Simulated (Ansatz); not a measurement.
TiSi₂:
Space group Cmcm (No. 63); a = 3.527 Å, b = 13.522 Å, c = 3.566 Å, α = 90.00°, β = 90.00°, γ = 90.00°

```json
[
 {"atom": "Ti", "site": "4c", "symmetry": "m2m", "x": "0.0000", "y": "0.1032", "z": "0.7500"},
 {"atom": "Si", "site": "4c", "symmetry": "m2m", "x": "0.0000", "y": "0.5583", "z": "0.2500"},
 {"atom": "Si", "site": "4c", "symmetry": "m2m", "x": "0.0000", "y": "0.2498", "z": "0.2500"}
]
```
(The calculation used a cell of 6 atoms; values per cell refer to that cell.)

Relaxed at zero pressure with the program Ansatz at the r²SCAN level (PAW).

Task: The volume is lowered by 6 % and shape and atoms relax at that volume. What pressure results, and how do the axes share the change?

Result: 9.2 GPa; a -1.6 %, b -3.1 %, c -1.5 %; the energy rises by 23 meV/atom.

Task: Give the new structure.

Result: 
Space group Cmcm (No. 63); a = 3.471 Å, b = 13.106 Å, c = 3.514 Å, α = 90.00°, β = 90.00°, γ = 90.00°

```
atom  site  symmetry       x       y       z
----  ----  --------  ------  ------  ------
Ti      4c       m2m  0.0000  0.1018  0.7500
Si      4c       m2m  0.0000  0.5601  0.2500
Si      4c       m2m  0.0000  0.2496  0.2500
```

The phase is kept; no other phase was compared at this pressure.

The r²SCAN relaxation kept the symmetry of its start. The run is not spin-polarised.

Potentials: the earlier of the program's two PAW sets.
